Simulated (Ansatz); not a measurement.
The end point of a relaxation of GdScO₃. All values below come from PBEsol (plane waves to 420 eV, PAW, scalar-relativistic; Ansatz, an electronic-structure program).

```cif
data_Gd4O12Sc4
_chemical_formula_sum 'Gd4 Sc4 O12'
_space_group_name_H-M_alt 'P 1'
_space_group_IT_number 1
_cell_length_a 5.71584
_cell_length_b 7.89977
_cell_length_c 5.44614
_cell_angle_alpha 90.000
_cell_angle_beta 90.000
_cell_angle_gamma 90.000
loop_
_space_group_symop_operation_xyz
  'x, y, z'
loop_
_atom_site_label
_atom_site_type_symbol
_atom_site_fract_x
_atom_site_fract_y
_atom_site_fract_z
_atom_site_occupancy
Gd1 Gd 0.43899 0.25000 0.98108 1
Gd2 Gd 0.93899 0.25000 0.51892 1
Gd3 Gd 0.56101 0.75000 0.01892 1
Gd4 Gd 0.06101 0.75000 0.48108 1
Sc1 Sc 0.00000 0.00000 0.00000 1
Sc2 Sc 0.50000 0.50000 0.50000 1
Sc3 Sc 0.00000 0.50000 0.00000 1
Sc4 Sc 0.50000 0.00000 0.50000 1
O1 O 0.05102 0.25000 0.12361 1
O2 O 0.55102 0.25000 0.37639 1
O3 O 0.94898 0.75000 0.87639 1
O4 O 0.44898 0.75000 0.62361 1
O5 O 0.30413 0.56489 0.19355 1
O6 O 0.80413 0.93511 0.30645 1
O7 O 0.69587 0.06489 0.80645 1
O8 O 0.19587 0.43511 0.69355 1
O9 O 0.69587 0.43511 0.80645 1
O10 O 0.19587 0.06489 0.69355 1
O11 O 0.30413 0.93511 0.19355 1
O12 O 0.80413 0.56489 0.30645 1
```

### Question
Determine the symmetry and give the standard cell with its independent sites.

### Answer
Space group Pnma (No. 62); a = 5.7158 Å, b = 7.8998 Å, c = 5.4461 Å, α = β = γ = 90.00°

| atom | site | symmetry | x | y | z |
|---|---|---|---|---|---|
| Gd | 4c | .m. | 0.0610 | 0.7500 | 0.4811 |
| Sc | 4a | -1 | 0.0000 | 0.0000 | 0.0000 |
| O | 4c | .m. | 0.0510 | 0.2500 | 0.1236 |
| O | 8d | 1 | 0.1959 | 0.0649 | 0.6935 |

This is the AFLOW prototype AB3C_oP20_62_c_cd_a (as in CaTiO3).

### Question
Give the shortest distances between elements (the closest pairs, up to four, under 3.6 Å).

### Answer
O–Sc 2.07 Å; Gd–O 2.25 Å; O–O 2.88 Å; Gd–Sc 3.19 Å.

* **Volume per atom**: 12.30 Å³
* **Density**: 6.76 g/cm³
* **Band gap**: 3.28 eV, direct at Γ; its edges lie in opposite spin channels (no spin-orbit coupling)
* **Magnetic moment**: net 1.40 μB/atom, ferromagnetic

Spin state reached: ferromagnetic (net 1.40 μB/atom), from parallel starting moments; other spin orders were not run from this start. No Hubbard U is applied. The f-shell occupation is the one the SCF fell into and was not checked against other states.

The run could not lose the symmetry of its start.

The first start was generated by placing the elements on the sites of a structure type. A measured structure of GdScO3 has the same space group, Pnma (No. 62); the sites were not compared with it.
